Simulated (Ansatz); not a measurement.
Ti (hcp, Mg type)

```
CELL_PARAMETERS angstrom
      2.93588     0.00000     0.00000
     -1.46794     2.54255     0.00000
      0.00000     0.00000     4.63656
ATOMIC_POSITIONS crystal
  Ti 0.33333 0.66667 0.75000
  Ti 0.66667 0.33333 0.25000
```

The slice is a (-1 1 0 2) plane (indices of the conventional cell) through the point (0.667, 0.333, 0.250) (fractional), spanned by u = [110] and v = [1 -1 1] in vectors of this cell: u (2.94 Å) and v (6.88 Å, at 90° to u). It covers one period; positions are fractions (u, v).

The numbers are results of r2SCAN (plane waves to 500 eV, PAW, scalar-relativistic; Ansatz, an electronic-structure program), not measurements. k mesh 18×18×10. Inside the PAW spheres the values are not all-electron values, and peaks at nuclei hang on which shells count as valence. Ti is run without spin polarisation. Ti was relaxed with its symmetry unable to fall.

Q: Sketch the electron localisation function (ELF) on this plane as a map.

A: 
```
|xxxx**  ....  **xx|
|##++..  ====  ..++|
|      ==%%%%==    |
|::--++%%@@@@%%++--|
|..::==##@@@@##==::|
|::..  --****--  ..|
|##++    ++++    ++|
|%%##::..****..::##|
|%%##::::%%%%::::##|
|--::  ==@@@@==  ::|
|    ::**%%%%**::  |
|----====----====--|
|%%##==..    ..==##|
|@@%%==..    ..==%%|
|@@%%++::....::++%%|
|--==++++****++++==|
|    ..++%%%%++..  |
|##++..::####::..++|
|xxxx**  ====  **xx|
|xxxx%%........%%xx|
```
Scale: ten equal steps from 0.09 (start of ' ') to 0.74 (end of '@'), in the order ' .:-=+*#%@'. Values: electron localisation function (ELF). The map has 9 points along u (two characters each, u = 0 at the left) and 20 along v (v = 0 in the bottom row). Points within 0.5 Å of a nucleus are blanked (x), as the pseudised field means little there.
